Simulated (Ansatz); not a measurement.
TiSi₂: what a change does to the field gradients

Base: a structure deposited in the COD whose atoms were relaxed with PBE, the cell held.

```
Ti Si
1.0
     0.00000    4.11800    4.26150
     2.38650    0.00000    4.26150
     2.38650    4.11800    0.00000
Ti Si
2 4
Cartesian
  3.5797 6.1770 6.3922
  2.3865 4.1180 4.2615
  1.1932 0.7153 2.1307
  1.1933 3.4027 2.1307
  2.3865 1.3437 4.2615
  2.3865 6.8923 4.2615
```

Atoms are numbered from 1 in the order listed; like atoms form one site, named after its first atom.

The numbers come from a DFT calculation in Ansatz (PBE, plane waves and PAW, scalar-relativistic, 420 eV cutoff, Γ-centred 13×13×13 k-points, Fermi–Dirac smearing 0.05 eV).

Gradients in 10²¹ V/m²:

```csv
site,atoms,V_zz base,η base,V_zz variant,η variant
Ti,"1, 2",1.43,0.16,1.19,0.39
Si,"3, 4, 5, 6",-3.33,0.15,-3.16,0.20
```

**Question.** Which change was made?
A. volume scaled by 1.06, ions relaxed
B. volume scaled by 0.98, ions relaxed
C. z stretched by 1 %, ions relaxed
D. z compressed by 1 %, ions relaxed

**Answer.** C. The largest change of V_zz is on Ti, from 1.43 to 1.19. In per cent, |V_zz| changes by -5 on Si (all sites that start above 2). On Ti V_xx and V_yy change places (or their axes turn by over 50°), so the two values of η hide a larger change.

With no gap above 0.1 eV, as in a metal, the gradients converge slowly in k; expect changes of a tenth or more on a denser mesh.
